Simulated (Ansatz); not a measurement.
An Ansatz (a first-principles code) run. Input:

Ansatz 0.2 input:
```yaml
crystal:
  lattice:
    - [0.0, 3.2679211079, 3.2679211079]
    - [3.2679211079, 0.0, 3.2679211079]
    - [3.2679211079, 3.2679211079, 0.0]
  atoms:
    - { symbol: In, position: [0.75, 0.75, 0.75] }
    - { symbol: In, position: [0.25, 0.25, 0.25] }
    - { symbol: Au, position: [0.0, 0.0, 0.0] }
kpoints:
  mp_grid: { grid: [23, 23, 23] }
hamiltonian:
  xc: pbesol
  pseudopotentials: { kind: paw }
scf:
  occupations: { method: fermi_dirac, width: 0.1 }
elastic: { mode: relaxed_ion, stencil: two_point, amplitude: 0.005, f_tol: 0.0005 }
```

Output (shortened):

```
Pseudopotentials: kind: paw
Pseudopotential: In, paw, valence charge 13
Pseudopotential: Au, paw, valence charge 19
Functional definition: PBEsol
Crystal: 3 atoms, lattice volume = 69.798 Å³
Basis set: ecut = 420 eV, 1363 PW (Γ), exchange–correlation on 64×64×64 points (8 copies of the dense FFT grid, shifted against one another)
Bands: 27, of which v1, the nominal top of the filled ones, is band 23 counted from 1 (22 counted from 0)
Symmetry: 48 space group operations
Space group: Fm-3m (ITA 225), of the structure as read, at distance tolerance 4.1e-5 Å
k-points: 364 of 12167
PAW frozen core: In, regenerated for the run's functional, and the local potential with it
PAW frozen core: Au, regenerated for the run's functional, and the local potential with it
Initial wavefunctions: pseudopotential atomic-orbital guess
Eigensolver: davidson
Functional: x = pbesol(κ = 0.804, μ = 0.12345679012345678), c = pbesol(β = 0.046)
all-band conjugate gradients solve this SCF's bands
SCF 1 converged in 11 iterations: F = -24058.684704 eV  dr2 = 1.74e-14
density extrapolation: transplant  |δρ|_rms = 4.474e-2 e/Å³  SAD shift = 7.072e-3 e/Å³
Crystal: 3 atoms, lattice volume = 69.449 Å³
Symmetry: 16 space group operations
k-points: 936 of 12167
Initial density: handed on by an earlier stage of this run
Initial wavefunctions: those handed on with the density
SCF 2 converged in 11 iterations: F = -24058.683916 eV  dr2 = 1.11e-14
density extrapolation: first-order (α = -2.000)  |δρ|_rms = 4.474e-2 e/Å³  SAD shift = 7.018e-3 e/Å³
Crystal: 3 atoms, lattice volume = 70.147 Å³
Basis set: ecut = 420 eV, 1379 PW (Γ), exchange–correlation on 64×64×64 points (8 copies of the dense FFT grid, shifted against one another)
SCF 3 converged in 8 iterations: F = -24058.684470 eV  dr2 = 7.63e-14
Crystal: 3 atoms, lattice volume = 69.798 Å³
Symmetry: 8 space group operations
k-points: 1728 of 12167
Initial wavefunctions: pseudopotential atomic-orbital guess (no wavefunctions were taken with the density)
SCF 4 converged in 12 iterations: F = -24058.684466 eV  dr2 = 2.36e-15
relax step   1: F+E_penalty+E_count = -24058.68446561 eV  Δ(F+E_penalty+E_count) = +0.000e0 eV  max|allowed force component| = 2.385e-2 eV/Å  Δτ_max = 0.0000 Å  (12 SCF iters, accepted)
density extrapolation: transplant  |δρ|_rms = 4.474e-2 e/Å³  SAD shift = 1.365e-2 e/Å³
Crystal: 3 atoms, lattice volume = 69.798 Å³
SCF 5 converged in 9 iterations: F = -24058.684528 eV  dr2 = 9.99e-14
relax step   2: F+E_penalty+E_count = -24058.68452758 eV  Δ(F+E_penalty+E_count) = -6.196e-5 eV  max|allowed force component| = 1.438e-2 eV/Å  Δτ_max = 0.0065 Å  (9 SCF iters, accepted)
density extrapolation: transplant  |δρ|_rms = 4.474e-2 e/Å³  SAD shift = 5.135e-3 e/Å³
Crystal: 3 atoms, lattice volume = 69.798 Å³
SCF 6 converged in 9 iterations: F = -24058.684563 eV  dr2 = 1.08e-14
relax step   3: F+E_penalty+E_count = -24058.68456296 eV  Δ(F+E_penalty+E_count) = -3.538e-5 eV  max|allowed force component| = 2.002e-6 eV/Å  Δτ_max = 0.0025 Å  (9 SCF iters, accepted)
Crystal: 3 atoms, lattice volume = 69.798 Å³
SCF 7 converged in 2 iterations: F = -24058.684563 eV  dr2 = 3.19e-14
Crystal: 3 atoms, lattice volume = 69.798 Å³
SCF 8 converged in 12 iterations: F = -24058.684466 eV  dr2 = 2.20e-15
relax step   1: F+E_penalty+E_count = -24058.68446561 eV  Δ(F+E_penalty+E_count) = +0.000e0 eV  max|allowed force component| = 2.385e-2 eV/Å  Δτ_max = 0.0000 Å  (12 SCF iters, accepted)
density extrapolation: transplant  |δρ|_rms = 4.474e-2 e/Å³  SAD shift = 8.514e-3 e/Å³
Crystal: 3 atoms, lattice volume = 69.798 Å³
SCF 9 converged in 9 iterations: F = -24058.684563 eV  dr2 = 4.84e-14
relax step   2: F+E_penalty+E_count = -24058.68456296 eV  Δ(F+E_penalty+E_count) = -9.735e-5 eV  max|allowed force component| = 5.373e-6 eV/Å  Δτ_max = 0.0041 Å  (9 SCF iters, accepted)
Crystal: 3 atoms, lattice volume = 69.798 Å³
SCF 10 converged in 2 iterations: F = -24058.684563 eV  dr2 = 3.82e-14
SCF converged after 11 iterations
Free energy (F): -24058.684704 eV
Harris-Foulkes:  -24058.684704 eV  (|F-HF|=3.64e-12)
Internal energy: -24058.650935 eV  (E = F + TS)
E sigma→0 (E₀):  -24058.667819 eV
Entropy (-TS):   -0.033770 eV (-11.257 meV/atom)
Fermi energy:    12.571325 eV
--- Per-component energies (eV) ---
  E_band       = -365.879236
  E_kinetic    = 1091.183415
  E_local      = -4706.382384  (includes V_loc(G=0)·N_el)
  E_nonlocal   = 810.939158
  E_hartree    = 1940.588999
  E_xc         = -655.151142
  E_vxc        = -476.488536  (∫ρ·V_xc dr)
  E_paw        = -17731.660587  (= ΣΔE_a)
  E_vpaw       = -966.310321  (= ΣTr[D̂ρ^β])
  E_aug_tail   = 0.001432  (compensation charges beyond the density's cutoff)
  E_ewald      = -4808.951111
  E_core_change = 0.781284  (= ΣΔE_core)
  E_smearing   = -0.033770  (= −TS)
  E_closure    = 0.000000  (closes the sum)
  Σ components = -24058.684704   (vs F -24058.684704, Δ=0.00e0)
--- Forces (eV/Å), atoms counted from 1 ---
  atom   1  In     0.00000000     0.00000000     0.00000000
  atom   2  In     0.00000000     0.00000000     0.00000000
  atom   3  Au     0.00000000     0.00000000     0.00000000
  max |Σ_I F_I| component: 5.09e-17 eV/Å
--- Stress (GPa, compression-positive) ---
        0.124646       0.000000       0.000000
        0.000000       0.124646       0.000000
        0.000000       0.000000       0.124646
  P = ⅓ Tr σ = 0.1246 GPa (1.246 kbar)
  The stress holds the Pulay correction. Without it, at fixed plane waves, as pw.x and ABINIT print it: P = 0.0753 GPa
  The stress includes an estimate of the error left by incomplete SCF convergence (largest component 0.0000 GPa).
--- Band table (eV; the first three rows and the last of 364) ---
  k-point 0: bands = ["-93.8946", "-45.2661", "-45.2661", "-45.2661", "-2.2742", "-2.2742", "-2.1261", "-2.1261", "-2.1261", "-1.8569", "-1.8569", "-1.8569", "-1.6619", "-1.6619", "2.6108", "6.9633", "6.9633", "6.9633", "7.8141", "7.8141", "12.7491", …
  k-point 1: bands = ["-93.8946", "-45.2661", "-45.2661", "-45.2661", "-2.2714", "-2.2714", "-2.1262", "-2.1248", "-2.1248", "-1.8580", "-1.8580", "-1.8573", "-1.6650", "-1.6650", "2.6333", "6.9470", "6.9697", "6.9697", "7.8115", "7.8115", "12.7238", …
  k-point 2: bands = ["-93.8946", "-45.2661", "-45.2661", "-45.2661", "-2.2632", "-2.2632", "-2.1264", "-2.1208", "-2.1208", "-1.8614", "-1.8614", "-1.8586", "-1.6741", "-1.6741", "2.7007", "6.9000", "6.9884", "6.9884", "7.8041", "7.8041", "12.6083", …
  k-point 363: bands = ["-93.8946", "-45.2662", "-45.2662", "-45.2661", "-2.1365", "-2.1301", "-2.1225", "-2.0604", "-1.9750", "-1.9746", "-1.9345", "-1.8822", "-1.8329", "-1.8163", "6.1098", "6.1514", "7.0866", "7.2486", "7.6441", "8.0136", "8.5878", …
  band table: 27 of 27 bands, residual norms ≤ 1.0e-3 eV
--- Elastic constants: 2 strain directions × 2 members + reference (group order 48) ---
  dense FFT box of the reference and of every strained cell: 32×32×32
  strains applied: 11, 23; error gains: componentwise 1.00 (the most a stress slope's error grows in a printed constant), spectral 1.73 (1 for all six strains …
  C = ∂σ_k/∂η_j (tension-positive GPa; Voigt order 11 22 33 23 13 12):
        93.608     56.691     56.691      0.000      0.000      0.000
        56.691     93.608     56.691      0.000      0.000      0.000
        56.691     56.691     93.608      0.000      0.000      0.000
         0.000      0.000      0.000     25.464      0.000      0.000
         0.000      0.000      0.000      0.000     25.464      0.000
         0.000      0.000      0.000      0.000      0.000     25.464
  reference stress σ⁰ (GPa):     -0.125     -0.125     -0.125      0.000      0.000      0.000
  moduli (Voigt/Reuss/Hill, GPa): K = 69.00/69.00/69.00   G = 22.66/22.11/22.38   E = 60.60   ν = 0.354
  mechanically stable: yes (min eigenvalue of sym C = 25.46 GPa)
  strain η (Voigt 11):  stress-route row diagonal C_11 = 93.61 GPa, energy-path curvature d²(F+E_count+ΔE)/dδ²/Ω₀ = 93.59 GPa
         δ    σ_11 (GPa)             F (eV)   n_scf  n_hpsi   n_pw
    -5.000e-3      -0.6003      -24058.6839156      11  569252   1379   relax 0 steps, max|allowed force component| 1.13e-16 eV/Å
     5.000e-3       0.3357      -24058.6844704       8  441029   1391   relax 0 steps, max|allowed force component| 1.13e-16 eV/Å
  strain η (Voigt 23):  stress-route row diagonal C_44 = 25.46 GPa, energy-path curvature d²(F+E_count+ΔE)/dδ²/Ω₀ = 25.53 GPa
         δ    σ_23 (GPa)             F (eV)   n_scf  n_hpsi   n_pw
    -5.000e-3      -0.1273      -24058.6845630       2  473400   1384   relax 3 steps, max|allowed force component| 2.00e-6 eV/Å
     5.000e-3       0.1273      -24058.6845630       2  475293   1384   relax 2 steps, max|allowed force component| 5.37e-6 eV/Å
```

Cost: around 28 core-minutes (rough) on shared cores.

The first step of the workflow began from a Materials Project structure, measured or hypothetical; the Crystallography Open Database files this formula in space group No. 225, but the cells were not matched. Its standing as an ambient phase is unchecked. The PBEsol relaxation kept the symmetry of its start; of distortions, only those at the zone centre were tested. As this level gives no gap, shear constants depend on the k-mesh and smearing (Fermi–Dirac, 0.1 eV here). Scalar-relativistic: spin–orbit coupling is off unless named, which matters more the heavier the elements.

Potentials: the later of the program's two PAW sets.

Ansatz is a plane-wave DFT program.
